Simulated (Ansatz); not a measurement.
input.yaml

```yaml
crystal:
  lattice:
    - [7.01137096, 0.0, 0.0]
    - [0.0, 7.01137096, 0.0]
    - [0.0, 0.0, 3.50568548]
  atoms:
    - { symbol: Ca, position: [0.0, 0.0, 0.0] }
    - { symbol: Ca, position: [0.0, 0.5, 0.0] }
    - { symbol: Ca, position: [0.5, 0.0, 0.0] }
    - { symbol: Ca, position: [0.5, 0.5, 0.0] }
    - { symbol: Pd, position: [0.25, 0.25, 0.5] }
    - { symbol: Pd, position: [0.25, 0.75, 0.5] }
    - { symbol: Pd, position: [0.75, 0.25, 0.5] }
    - { symbol: Pd, position: [0.75, 0.75, 0.5] }
    - { symbol: H, position: [0.0, 0.25, 0.5] }
basis:
  ecutwfc: 500
kpoints:
  mp_grid: { grid: [4, 4, 8] }
hamiltonian:
  xc: r2scan
scf:
  occupations: { method: gaussian, width: 0.1 }
output:
  forces: true
  stress: true
  eigenvalues: true
relax:
  adjacent_minimum: "off"
  f_tol: 0.025
  max_steps: 70
  cell: { stress_tol: 0.12 }
```

Launched with
```bash
ansatz run input.yaml --threads 2 --pin off --max-ram 5120MiB --backend cpu --events-out ev --progress --plain --runs-dir out
```

All numbers below come from DFT r2SCAN, scalar-relativistic, plane waves, PAW in Ansatz 0.2.0.

Part of what the program printed, abridged (final results; tables in files aren't shown):

```
SCF 7 converged in 7 iterations: F = -35251.551246 eV  dr2 = 1.35e-10
SCF converged after 7 iterations
Free energy (F): -35251.551246 eV
Harris-Foulkes:  -35251.551246 eV  (|F-HF|=6.55e-11)
Internal energy: -35251.542193 eV  (E = F + TS)
E sigma→0 (E₀):  -35251.546719 eV
Entropy (-TS):   -0.009053 eV (-1.006 meV/atom)
Fermi energy:    11.896568 eV
--- Per-component energies (eV) ---
  E_band       = -1610.786297
  E_kinetic    = 3201.575840
  E_local      = -12492.686561  (includes V_loc(G=0)·N_el)
  E_nonlocal   = 1122.505919
  E_hartree    = 4904.645403
  E_xc         = -1199.569621
  E_vxc        = -1725.829729  (∫ρ·V_xc dr)
  E_paw        = -18547.407770  (= ΣΔE_a)
  E_vpaw       = -1644.491647  (= ΣTr[D̂ρ^β])
  E_aug_tail   = 0.000018  (compensation charges beyond the density's cutoff)
  E_vtau       = 118.849219  (kinetic-family band-sum trace: ∫τ·v_τ [+ j·A + Jᵃ·Aᵃ] dr)
  E_ewald      = -12237.914412
  E_core_change = -2.691007  (= ΣΔE_core)
  E_smearing   = -0.009053  (= −TS)
--- Forces (eV/Å), atoms counted from 1 ---
  atom   1  Ca     0.00000000     0.00168650     0.00000000
  atom   2  Ca     0.00000000    -0.00168650     0.00000000
  atom   3  Ca     0.00000000    -0.00051504     0.00000000
  atom   4  Ca     0.00000000     0.00051504     0.00000000
  atom   5  Pd     0.00946218     0.00000000     0.00000000
  atom   6  Pd     0.00247596     0.00000000     0.00000000
  atom   7  Pd    -0.00946218     0.00000000     0.00000000
  atom   8  Pd    -0.00247596     0.00000000     0.00000000
  atom   9  H      0.00000000     0.00000000     0.00000000
--- Stress (GPa, compression-positive) ---
        0.040251       0.000000       0.000000
        0.000000      -0.007013       0.000000
        0.000000       0.000000      -0.015326
  P = ⅓ Tr σ = 0.0060 GPa (0.060 kbar)
--- Band table (eV; the first three rows and the last of 45) ---
  k-point 0: bands = ["-74.8743", "-74.8724", "-74.5162", "-74.5150", "-39.8794", "-39.8436", "-39.7472", "-39.7439", "-39.7439", "-39.7410", "-39.4461", "-39.4437", "-39.4332", "-39.4311", "-39.4271", "-39.4019", "-30.7226", "-30.7064", "-30.5443", "-30.5264", "-11.0220", "-11.0006", "-10.9820", "-10.8145", "-10.7914", "-10.7909", "-10.7738", "-10.6846", "-10.6678", "-10.6006", "-10.6003", "-10.5803", "4.5745", "6.9704", "8.0630", "8.1483", "8.2216", "8.2891", "8.4002", "8.5503", "8.6756", "8.7784", "8.9866", "9.1296", "9.1919", "9.2371", "9.2882", "9.4874", "9.5033", "9.5434", "9.6380", "9.6487", "9.8024", "10.0617", "10.0934", "10.8991", "11.3191", "11.9988", "12.4100", "13.3449", "14.197 ...
  k-point 1: bands = ["-74.8743", "-74.8723", "-74.5161", "-74.5149", "-39.8793", "-39.8435", "-39.7470", "-39.7456", "-39.7438", "-39.7427", "-39.4459", "-39.4436", "-39.4350", "-39.4328", "-39.4269", "-39.4018", "-30.7202", "-30.7043", "-30.5420", "-30.5242", "-11.0161", "-10.9948", "-10.9795", "-10.8232", "-10.8107", "-10.8025", "-10.7882", "-10.6823", "-10.6649", "-10.6306", "-10.6091", "-10.5979", "4.6668", "7.1260", "8.1370", "8.2653", "8.3451", "8.3984", "8.4768", "8.6471", "8.7077", "8.7856", "8.9242", "8.9489", "9.0105", "9.1134", "9.2678", "9.4336", "9.4354", "9.5322", "9.6513", "9.7288", "9.8717", "10.0639", "10.5496", "10.9132", "11.3255", "12.0154", "12.3618", "13.1386", "14.387 ...
  k-point 2: bands = ["-74.8741", "-74.8722", "-74.5159", "-74.5147", "-39.8789", "-39.8432", "-39.7498", "-39.7467", "-39.7466", "-39.7434", "-39.4455", "-39.4432", "-39.4393", "-39.4370", "-39.4264", "-39.4015", "-30.7143", "-30.6991", "-30.5364", "-30.5190", "-11.0020", "-10.9809", "-10.9734", "-10.8990", "-10.8710", "-10.8014", "-10.7818", "-10.7026", "-10.6779", "-10.6769", "-10.6578", "-10.5915", "4.8712", "7.5756", "8.3039", "8.3567", "8.3863", "8.4311", "8.5592", "8.5936", "8.8267", "8.8588", "8.9785", "9.0337", "9.1902", "9.2089", "9.2669", "9.3050", "9.3140", "9.3473", "9.5893", "9.6663", "10.0731", "10.2362", "11.0313", "11.3789", "11.4366", "12.0716", "12.3626", "12.7182", "13.91 ...
  k-point 44: bands = ["-74.8738", "-74.8721", "-74.5156", "-74.5147", "-39.8728", "-39.8483", "-39.7553", "-39.7527", "-39.7456", "-39.7432", "-39.4448", "-39.4446", "-39.4434", "-39.4432", "-39.4209", "-39.4059", "-30.6991", "-30.6970", "-30.5255", "-30.5162", "-10.9884", "-10.9783", "-10.8965", "-10.8929", "-10.8755", "-10.8581", "-10.7964", "-10.7843", "-10.7465", "-10.7346", "-10.7282", "-10.6462", "5.3698", "8.4028", "8.5347", "8.5625", "8.5676", "8.5860", "8.6858", "8.8840", "8.9020", "8.9508", "8.9520", "9.0054", "9.0088", "9.1215", "9.1219", "9.1601", "9.2221", "9.2811", "9.3630", "9.4650", "10.5746", "11.0690", "11.2209", "11.2754", "11.8944", "11.9968", "12.1679", "12.2220", "13.9 ...
--- Relaxed structure (6 steps of the walk, 6 accepted, 1 SCFs on fresh bases) ---
  F+E_penalty+E_count = -35251.55124560 eV   max|allowed force component| = 9.462e-3 eV/Å   (the final SCF, on the basis selected at the relaxed cell)
  cell:  # Å, volume = 174.1542 Å³
    - [6.84003653, 0.0, 0.0]
    - [0.0, 7.14671077, 0.0]
    - [0.0, 0.0, 3.56261755]
  atoms:
    - { symbol: Ca, position: [0.0, 0.00216165, 0.0] }
    - { symbol: Ca, position: [0.0, 0.49783834, 0.0] }
    - { symbol: Ca, position: [0.5, -0.01190625, 0.0] }
    - { symbol: Ca, position: [0.5, 0.51190625, 0.0] }
    - { symbol: Pd, position: [0.27241208, 0.25, 0.5] }
    - { symbol: Pd, position: [0.23592585, 0.75, 0.5] }
    - { symbol: Pd, position: [0.72758791, 0.25, 0.5] }
    - { symbol: Pd, position: [0.76407414, 0.75, 0.5] }
    - { symbol: H, position: [0.0, 0.25, 0.5] }
```

The relaxation met its thresholds.

The run took 2.9 min on 2 threads of Intel(R) Xeon(R) Platinum 8488C (Sapphire Rapids), with other jobs on the host, peak memory 1.1 GiB.